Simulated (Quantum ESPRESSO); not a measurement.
NbW5TaSn, one run as intended and one with a planted mistake

Computed values, not a measurement. The program is pw.x of Quantum ESPRESSO 7.5 (plane-wave density functional theory). The cell is made up: eight metal atoms on a hexagonal close-packed lattice, with elements, volume, strain and displacements drawn at random and not relaxed, so it may be unstable or far from any real phase. PseudoDojo standard norm-conserving files set the functional (PBE unless stated); there is no spin polarisation or spin-orbit coupling, the Fermi-Dirac width of 0.25 eV means electrons at about 2900 K, and the masses in the input are unused placeholders. The tin pseudopotential is less sure than most, with forces differing by about three percent from a second method on plain tin. Heavy elements are run without spin-orbit coupling, which real alloys of them have. A spin test at this wide smearing found no moment, but such smearing suppresses magnetism that the real alloy may have.

Intended input:

```
&control calculation='scf', pseudo_dir='./dojo.nc.sr.pbe.v0_5.standard.upf', outdir='./o', disk_io='minimal', tprnfor=.true., tstress=.true. /
&system ibrav=0, nat=8, ntyp=4, nbnd=72, ecutwfc=82.02448710, nosym=.true., tot_charge=0,
 occupations='smearing', smearing='fd', degauss=0.0183746611
/
&electrons conv_thr=1.470e-08, electron_maxstep=70, mixing_beta=0.5 /
ATOMIC_SPECIES
Nb 1.0 Nb.upf
Sn 1.0 Sn.upf
Ta 1.0 Ta.upf
W 1.0 W.upf
CELL_PARAMETERS angstrom
-2.9085 0.0274 -0.0242
-0.0475 5.0681 -0.027
1.4004 -2.4978 -9.1905
ATOMIC_POSITIONS angstrom
Nb -0.0181 -0.026 -0.0299
W 0.028 1.8891 -2.3343
W -0.0621 -0.0152 -4.5755
Ta 0.0015 1.702 -6.8464
Sn -1.4808 2.533 -0.1414
W -1.4736 4.2486 -2.1826
W -1.4882 2.798 -4.7052
W -1.6497 -0.6966 -6.9539
K_POINTS automatic
8 5 3 1 1 1
```

The log is shortened where brackets say so; the opening notice, blank lines, dates and the lines on written files are dropped, and the path of the files is cut. It prints rydbergs, bohrs and kilobars, and counts compression as positive stress. Its total energy is the free energy E - TS of the whole cell.

Log of the intended run:

```
     Program PWSCF v.7.5
     Parallel version (MPI & OpenMP), running on       4 processor cores
     Number of MPI processes:                 4
     Threads/MPI process:                     1
     [start-up lines left out]
     bravais-lattice index     =            0
     lattice parameter (alat)  =       5.4967  a.u.
     unit-cell volume          =     916.5941 (a.u.)^3
     number of atoms/cell      =            8
     number of atomic types    =            4
     number of electrons       =       110.00
     number of Kohn-Sham states=           72
     kinetic-energy cutoff     =      82.0245  Ry
     charge density cutoff     =     328.0979  Ry
     scf convergence threshold =      1.5E-08
     mixing beta               =       0.5000
     number of iterations used =            8  plain     mixing
     Exchange-correlation= PBE
                           (   1   4   3   4   0   0   0)
     [axes and pseudopotential details left out]
   Cartesian axes
     site n.     atom                  positions (alat units)
         1        Nb     tau(   1) = (  -0.0062226  -0.0089386  -0.0102794  )
         2        W      tau(   2) = (   0.0096262   0.6494588  -0.8025153  )
         3        W      tau(   3) = (  -0.0213495  -0.0052256  -1.5730234  )
         4        Ta     tau(   4) = (   0.0005157   0.5851351  -2.3537422  )
         5        Sn     tau(   5) = (  -0.5090882   0.8708269  -0.0486123  )
         6        W      tau(   6) = (  -0.5066129   1.4606376  -0.7503619  )
         7        W      tau(   7) = (  -0.5116323   0.9619319  -1.6176133  )
         8        W      tau(   8) = (  -0.5671548  -0.2394860  -2.3906999  )
     number of k points=    60  Fermi-Dirac smearing, width (Ry)=  0.0184
                       cart. coord. in units 2pi/alat
        k(    1) = (  -0.0613294   0.0564056  -0.0774239), wk =   0.0333333
        k(    2) = (  -0.0630698   0.0575104   0.1330061), wk =   0.0333333
     [further k points left out]
     Dense  grid:    91993 G-vectors     FFT dimensions: (  32,  60, 108)
     Estimated max dynamical RAM per process >     368.74 MB
     Estimated total dynamical RAM >       1.37 GB
     Initial potential from superposition of free atoms
     starting charge     109.9927, renormalised to     110.0000
     Starting wfcs are   79 randomized atomic wfcs
     total cpu time spent up to now is        7.4 secs
     per-process dynamical memory:   298.1 Mb
     Self-consistent Calculation
     iteration #  1     ecut=    82.02 Ry     beta= 0.50
     Davidson diagonalization with overlap
     ethr =  1.00E-02,  avg # of iterations =  2.2
     Threshold (ethr) on eigenvalues was too large:
     Diagonalizing with lowered threshold
     Davidson diagonalization with overlap
     ethr =  8.48E-04,  avg # of iterations =  2.5
     total cpu time spent up to now is       39.8 secs
     total energy              =   -1170.13413127 Ry
     estimated scf accuracy    <       0.97572678 Ry
     iteration #  2     ecut=    82.02 Ry     beta= 0.50
     Davidson diagonalization with overlap
     ethr =  8.87E-04,  avg # of iterations =  7.5
     total cpu time spent up to now is       64.0 secs
     total energy              =   -1168.54568160 Ry
     estimated scf accuracy    <      38.64645559 Ry
     [iterations 3 to 18 left out]
     iteration # 19     ecut=    82.02 Ry     beta= 0.50
     Davidson diagonalization with overlap
     ethr =  3.78E-11,  avg # of iterations =  5.4
     total cpu time spent up to now is      343.4 secs
     total energy              =   -1170.62579633 Ry
     estimated scf accuracy    <       0.00000003 Ry
     iteration # 20     ecut=    82.02 Ry     beta= 0.50
     Davidson diagonalization with overlap
     ethr =  2.37E-11,  avg # of iterations =  1.6
     total cpu time spent up to now is      357.9 secs
     End of self-consistent calculation
     [lines on levels left out]
!    total energy              =   -1170.62579633 Ry
     estimated scf accuracy    <          8.8E-10 Ry
     smearing contrib. (-TS)   =      -0.12984278 Ry
     internal energy E=F+TS    =   -1170.49595354 Ry
     The total energy is F=E-TS. E is the sum of the following terms:
     one-electron contribution =    -153.56274761 Ry
     hartree contribution      =     143.84035753 Ry
     xc contribution           =    -265.86919224 Ry
     ewald contribution        =    -894.90437122 Ry
     convergence has been achieved in  20 iterations
     Forces acting on atoms (cartesian axes, Ry/au):
     atom    1 type  1   force =     0.00913238    0.03116881    0.02700172
     atom    2 type  4   force =    -0.00253535   -0.07603641   -0.09062519
     atom    3 type  4   force =     0.00357308    0.05354937    0.04642307
     atom    4 type  3   force =    -0.01856558    0.02515078   -0.00619560
     atom    5 type  2   force =    -0.00038194   -0.02379432    0.09884894
     atom    6 type  4   force =    -0.00542119    0.07210861   -0.11646899
     atom    7 type  4   force =     0.00794139   -0.03919825    0.04484176
     atom    8 type  4   force =     0.00625723   -0.04294858   -0.00382571
     Total force =     0.237647     Total SCF correction =     0.000118
     Computing stress (Cartesian axis) and pressure
          total   stress  (Ry/bohr**3)                   (kbar)     P=      102.55
   0.00076785  -0.00003727   0.00005027          112.95       -5.48        7.39
  -0.00003727   0.00019158   0.00008191           -5.48       28.18       12.05
   0.00005027   0.00008191   0.00113197            7.39       12.05      166.52
     init_run     :      7.07s CPU      7.33s WALL (       1 calls)
     electrons    :    343.90s CPU    350.53s WALL (       1 calls)
     forces       :      2.66s CPU      2.69s WALL (       1 calls)
     stress       :      9.05s CPU      9.30s WALL (       1 calls)
     [timing details left out]
     PWSCF        :   6m 2.79s CPU   6m10.03s WALL
     JOB DONE.
```

A second run has one planted mistake: one atom is of a wrong element. The input lines that differ:

```
- &system ibrav=0, nat=8, ntyp=4, nbnd=72, ecutwfc=82.02448710, nosym=.true., tot_charge=0,
+ &system ibrav=0, nat=8, ntyp=5, nbnd=71, ecutwfc=82.02448710, nosym=.true., tot_charge=0,
+ Hf 1.0 Hf.upf
- W 0.028 1.8891 -2.3343
+ Hf 0.028 1.8891 -2.3343
```

Its log:

```
     Program PWSCF v.7.5
     Parallel version (MPI & OpenMP), running on       4 processor cores
     Number of MPI processes:                 4
     Threads/MPI process:                     1
     [start-up lines left out]
     bravais-lattice index     =            0
     lattice parameter (alat)  =       5.4967  a.u.
     unit-cell volume          =     916.5941 (a.u.)^3
     number of atoms/cell      =            8
     number of atomic types    =            5
     number of electrons       =       108.00
     number of Kohn-Sham states=           71
     kinetic-energy cutoff     =      82.0245  Ry
     charge density cutoff     =     328.0979  Ry
     scf convergence threshold =      1.5E-08
     mixing beta               =       0.5000
     number of iterations used =            8  plain     mixing
     Exchange-correlation= PBE
                           (   1   4   3   4   0   0   0)
     [axes and pseudopotential details left out]
   Cartesian axes
     site n.     atom                  positions (alat units)
         1        Nb     tau(   1) = (  -0.0062226  -0.0089386  -0.0102794  )
         2        Hf     tau(   2) = (   0.0096262   0.6494588  -0.8025153  )
         3        W      tau(   3) = (  -0.0213495  -0.0052256  -1.5730234  )
         4        Ta     tau(   4) = (   0.0005157   0.5851351  -2.3537422  )
         5        Sn     tau(   5) = (  -0.5090882   0.8708269  -0.0486123  )
         6        W      tau(   6) = (  -0.5066129   1.4606376  -0.7503619  )
         7        W      tau(   7) = (  -0.5116323   0.9619319  -1.6176133  )
         8        W      tau(   8) = (  -0.5671548  -0.2394860  -2.3906999  )
     number of k points=    60  Fermi-Dirac smearing, width (Ry)=  0.0184
                       cart. coord. in units 2pi/alat
        k(    1) = (  -0.0613294   0.0564056  -0.0774239), wk =   0.0333333
        k(    2) = (  -0.0630698   0.0575104   0.1330061), wk =   0.0333333
     [further k points left out]
     Dense  grid:    91993 G-vectors     FFT dimensions: (  32,  60, 108)
     Estimated max dynamical RAM per process >     371.50 MB
     Estimated total dynamical RAM >       1.39 GB
     Initial potential from superposition of free atoms
     starting charge     107.9913, renormalised to     108.0000
     Starting wfcs are   79 randomized atomic wfcs
     total cpu time spent up to now is        7.5 secs
     per-process dynamical memory:   297.4 Mb
     Self-consistent Calculation
     iteration #  1     ecut=    82.02 Ry     beta= 0.50
     Davidson diagonalization with overlap
     ethr =  1.00E-02,  avg # of iterations =  2.3
     total cpu time spent up to now is       24.6 secs
     total energy              =   -1131.10696669 Ry
     estimated scf accuracy    <       1.17079322 Ry
     iteration #  2     ecut=    82.02 Ry     beta= 0.50
     Davidson diagonalization with overlap
     ethr =  1.08E-03,  avg # of iterations =  7.6
     total cpu time spent up to now is       49.1 secs
     total energy              =   -1128.94983067 Ry
     estimated scf accuracy    <      53.33021820 Ry
     [iterations 3 to 18 left out]
     iteration # 19     ecut=    82.02 Ry     beta= 0.50
     Davidson diagonalization with overlap
     ethr =  1.46E-10,  avg # of iterations =  1.8
     total cpu time spent up to now is      328.7 secs
     total energy              =   -1131.76464188 Ry
     estimated scf accuracy    <       0.00000003 Ry
     iteration # 20     ecut=    82.02 Ry     beta= 0.50
     Davidson diagonalization with overlap
     ethr =  2.84E-11,  avg # of iterations =  2.3
     total cpu time spent up to now is      345.7 secs
     End of self-consistent calculation
     [lines on levels left out]
!    total energy              =   -1131.76464188 Ry
     estimated scf accuracy    <          7.8E-09 Ry
     smearing contrib. (-TS)   =      -0.12766431 Ry
     internal energy E=F+TS    =   -1131.63697757 Ry
     The total energy is F=E-TS. E is the sum of the following terms:
     one-electron contribution =    -144.90158744 Ry
     hartree contribution      =     138.50254130 Ry
     xc contribution           =    -261.59599479 Ry
     ewald contribution        =    -863.64193665 Ry
     convergence has been achieved in  20 iterations
     Forces acting on atoms (cartesian axes, Ry/au):
     atom    1 type  2   force =     0.00680324    0.02411222    0.03887622
     atom    2 type  1   force =    -0.00863335   -0.07799700   -0.09955668
     atom    3 type  5   force =    -0.00002301    0.03351108    0.03045115
     atom    4 type  4   force =    -0.01676853    0.02282217   -0.01320360
     atom    5 type  3   force =     0.00021076   -0.01227697    0.14544262
     atom    6 type  5   force =    -0.00001306    0.07451063   -0.10548054
     atom    7 type  5   force =     0.01120043   -0.02462185   -0.00513146
     atom    8 type  5   force =     0.00722351   -0.04006027    0.00860228
     Total force =     0.248408     Total SCF correction =     0.000278
     Computing stress (Cartesian axis) and pressure
          total   stress  (Ry/bohr**3)                   (kbar)     P=      181.24
   0.00128157  -0.00000674   0.00005782          188.53       -0.99        8.51
  -0.00000674   0.00072805   0.00015259           -0.99      107.10       22.45
   0.00005782   0.00015259   0.00168653            8.51       22.45      248.10
     init_run     :      7.07s CPU      7.33s WALL (       1 calls)
     electrons    :    331.82s CPU    338.20s WALL (       1 calls)
     forces       :      2.94s CPU      2.97s WALL (       1 calls)
     stress       :     10.20s CPU     10.45s WALL (       1 calls)
     [timing details left out]
     PWSCF        :   5m52.19s CPU   5m59.20s WALL
     JOB DONE.
```

```
                                            intended run  run with the mistake
                          free energy (eV)    -15927.175            -15398.442
         entropy term -TS, part of it (eV)        -1.767                -1.737
                            pressure (GPa)         10.26                 18.12
size of the largest force component (eV/Å)         2.995                 3.739
largest change of a force component (eV/Å)                               1.285
                                iterations            20                    20
```

For scale, a rerun of the intended cell at a higher cutoff and on a denser mesh moved values by no more than 0.005 eV in energy, 0.04 GPa in stress and 0.009 eV/Å in force, and a second program with other atomic files agreed on that cell to 2 % rms in force and 0.5 GPa in pressure. Files of another functional or element have another zero of energy, so the energy change says nothing on stability. The number of bands, nbnd, was set by rule from the electron count, so it follows the mistake.